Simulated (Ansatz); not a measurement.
BN:
```
BN
1.0
    3.73741     0.00000     0.00000
   -1.86871     3.23670     0.00000
    0.00000     0.00000     7.81417
B N
3 3
Direct
  0.00005   0.00005   0.50000
  0.99995   0.00000   0.83333
  0.00000   0.99995   0.16667
  0.99989   0.99989   0.00000
  0.00011   0.00000   0.33333
  0.00000   0.00011   0.66667
```

Relaxed with r²SCAN+D4. Special points in fractions of this cell's reciprocal vectors: Γ (0.000, 0.000, 0.000); M (0.500, 0.000, 0.000); K (0.333, 0.333, 0.000); A (0.000, 0.000, 0.500); L (0.500, 0.000, 0.500); H (0.333, 0.333, 0.500).

List the band energies nearest the valence-band maximum at these points for the program Ansatz at the r²SCAN+D4 level (PAW).

In eV from the valence-band maximum; about four levels below and three above (degenerate sets whole), none deeper than 8.9 eV; points with the same levels are listed once.

| k | below | above |
|---|---|---|
| Γ | -1.24 -1.24 -1.24 -1.24 | 4.37 7.00 7.00 |
| M | -2.38 -2.38 -1.48 -1.48 | 5.47 5.47 6.98 6.98 |
| K | -2.04 -2.04 -2.04 -2.04 | 5.97 5.97 5.97 5.97 |
| A | -2.71 -2.71 -2.71 -2.71 0.00 0.00 | 5.12 5.12 5.15 5.15 |
| L | -2.97 -2.97 -0.84 -0.18 | 3.02 4.71 8.15 8.15 |
| H | -3.61 -3.61 -3.61 -3.61 -0.59 -0.59 | 3.61 3.61 9.06 9.06 9.06 9.06 |

Space group P6/mmm. The start of the workflow was typed in or built on a structure type; neither database checked (COD, Materials Project) lists it. It is not the phase usual at ambient conditions (space group No. 186, 194, 216). Symmetry was held in the r²SCAN+D4 relaxation. At this level the phase is mechanically unstable. The volume moved by 88 % from the start of the relaxation. Point labels and valley counts follow the cell and symmetry of the run, lower than the named group.

Potentials: the later of the program's two PAW sets.
